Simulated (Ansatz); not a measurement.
A geometry of Ta away from equilibrium: step 2 of the relaxation of a relaxed Ta cell, doubled along one cell vector, shaken by Gaussian noise of σ = 0.08 Å a coordinate. Level of theory: PBE (plane waves to 420 eV, PAW, scalar-relativistic; Ansatz, a first-principles code). Γ-centred k-mesh 13×7×13 on the run's cell (coarser than for final values), Fermi–Dirac smearing 0.05 eV.

```yaml
crystal:
  lattice:
    - [0.00839, 2.59986, 4.94281]
    - [2.87675, -0.00596, 9.89359]
    - [1.43832, 2.60746, -0.00154]
  atoms:
    - { symbol: Ta, position: [0.27464, 0.11045, 0.26303] }
    - { symbol: Ta, position: [0.21357, 0.64048, 0.29465] }
    - { symbol: Ta, position: [0.99149, 0.00301, 0.03064] }
    - { symbol: Ta, position: [0.01893, 0.50021, 0.00229] }
```

Task: Predict the force on each atom, in eV/Å.

Result: 
| atom | Fx | Fy | Fz |
|---|---|---|---|
| Ta1 | 1.25 | -0.62 | 0.38 |
| Ta2 | -1.24 | 0.56 | 0.91 |
| Ta3 | -0.45 | 0.09 | 0.09 |
| Ta4 | 0.44 | -0.03 | -1.38 |

Task: What is the pressure?

Result: +3.4 GPa, compression positive.

Task: How much energy per atom can still be gained by relaxing?

Result: 0.05 eV/atom; the path ends in Fddd (No. 70) (AFLOW prototype A_oF8_70_a).

No spin polarisation in the result.

The end of the path is a generated cell of Ta: the first start was made by placing the elements on the sites of a structure type, and the end was not matched to a known phase here, so it may be hypothetical. Known forms of Ta include space group No. 229.
